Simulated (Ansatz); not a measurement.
The following input was run with Ansatz 0.2.0.

```yaml
crystal:
  lattice:
    - [3.8995387002, 0.0, 0.0]
    - [0.0, 3.8995387002, 0.0]
    - [0.0, 0.0, 3.8995387002]
  atoms:
    - { symbol: Be, position: [0.0, 0.0, 0.0] }
    - { symbol: Au, position: [0.0, 0.5, 0.5] }
    - { symbol: Au, position: [0.5, 0.0, 0.5] }
    - { symbol: Au, position: [0.5, 0.5, 0.0] }
basis:
  ecutwfc: 420
kpoints:
  mp_grid: { grid: [10, 10, 10] }
hamiltonian:
  xc: pbesol
scf:
  occupations: { method: gaussian, width: 0.1 }
output:
  forces: true
  stress: true
  eigenvalues: true
  populations: true
```

Launched with
```bash
ansatz run input.yaml --threads 1 --pin off --max-ram 1331MiB --backend cpu --events-out ev --progress --plain --runs-dir out
```

The calculation used DFT PBEsol, scalar-relativistic, plane waves, PAW in Ansatz 0.2.0.

Abridged output (final results; tables in files aren't shown):

```
SCF 1 converged in 7 iterations: F = -39111.464823 eV  dr2 = 9.80e-9
SCF converged after 7 iterations
Free energy (F): -39111.464823 eV
Harris-Foulkes:  -39111.464823 eV  (|F-HF|=4.91e-9)
Internal energy: -39111.455954 eV  (E = F + TS)
E sigma→0 (E₀):  -39111.460388 eV
Entropy (-TS):   -0.008869 eV (-2.217 meV/atom)
Fermi energy:    19.423126 eV
--- Per-component energies (eV) ---
  E_band       = -704.221336
  E_kinetic    = 1833.784805
  E_local      = -6078.638017  (includes V_loc(G=0)·N_el)
  E_nonlocal   = 233.197437
  E_hartree    = 2621.879044
  E_xc         = -701.191177
  E_vxc        = -847.216737  (∫ρ·V_xc dr)
  E_paw        = -28752.288234  (= ΣΔE_a)
  E_vpaw       = -1089.111985  (= ΣTr[D̂ρ^β])
  E_aug_tail   = 0.003959  (compensation charges beyond the density's cutoff)
  E_ewald      = -8269.141740
  E_core_change = 0.937969  (= ΣΔE_core)
  E_smearing   = -0.008869  (= −TS)
--- Forces (eV/Å), atoms counted from 1 ---
  atom   1  Be     0.00000000     0.00000000     0.00000000
  atom   2  Au     0.00000000     0.00000000     0.00000000
  atom   3  Au     0.00000000     0.00000000     0.00000000
  atom   4  Au     0.00000000     0.00000000     0.00000000
--- Stress (GPa, compression-positive) ---
        6.138107       0.000000       0.000000
        0.000000       6.138107       0.000000
        0.000000       0.000000       6.138107
  P = ⅓ Tr σ = 6.1381 GPa (61.381 kbar)
--- Band table (eV; the first three rows and the last of 56) ---
  k-point 0: bands = ["-86.8313", "-86.8072", "-86.8072", "-38.3535", "-38.3535", "-38.3535", "-38.1959", "-38.1959", "-38.1959", "-38.1014", "-38.1014", "-38.1014", "8.5581", "11.0278", "12.0931", "12.0931", "12.0931", "12.3965", "12.3965", "15.2162", "15.2162", "15.2162", "16.3592", "16.3592", "17.2401", "17.6751", "17.6751", "17.6751", "18.9548", "18.9548", "18.9548", "24.8338", "25.1364", "25.1364", "26.7062", "26.7062"]
  k-point 1: bands = ["-86.8308", "-86.8077", "-86.8072", "-38.3501", "-38.3501", "-38.3476", "-38.1968", "-38.1968", "-38.1961", "-38.1079", "-38.1040", "-38.1040", "8.6787", "11.1042", "12.1210", "12.1553", "12.1553", "12.3882", "12.4934", "15.1414", "15.1414", "15.1713", "16.2447", "16.3613", "17.1461", "17.2539", "17.2539", "17.6753", "18.4473", "19.4537", "19.4537", "24.6638", "25.1388", "25.2841", "26.7688", "26.7688"]
  k-point 2: bands = ["-86.8293", "-86.8092", "-86.8072", "-38.3404", "-38.3404", "-38.3305", "-38.1996", "-38.1996", "-38.1966", "-38.1265", "-38.1110", "-38.1110", "9.0310", "11.3200", "12.1978", "12.3375", "12.3375", "12.3547", "12.7729", "14.9430", "14.9430", "15.0502", "15.9227", "16.3583", "16.5704", "16.5704", "16.8797", "17.3205", "17.6759", "20.3811", "20.3811", "24.1181", "25.1529", "25.8960", "26.7382", "26.7382"]
  k-point 55: bands = ["-86.8152", "-86.8152", "-86.8152", "-38.4390", "-38.3214", "-38.3214", "-38.3214", "-38.1187", "-38.1187", "-38.1089", "-38.1089", "-38.1089", "11.2629", "11.5566", "11.5566", "11.5566", "13.8066", "13.8066", "13.8066", "15.1461", "15.1461", "15.1461", "15.7758", "15.7758", "16.9017", "16.9017", "16.9017", "17.2742", "17.2742", "17.2742", "17.8045", "22.0576", "22.0576", "22.0576", "22.4039", "31.0739"]
--- Löwdin populations: 4 sites ---
  site symbol q [e]
     0     Be      1.0337
     1     Au     18.9185
     2     Au     18.9185
     3     Au     18.9185
  spilling = 0.020523 (of n_electrons = 59.000000)
```

The calculation finished and met its thresholds.

Spin–orbit coupling is left out, which can shift energies with elements as heavy as these.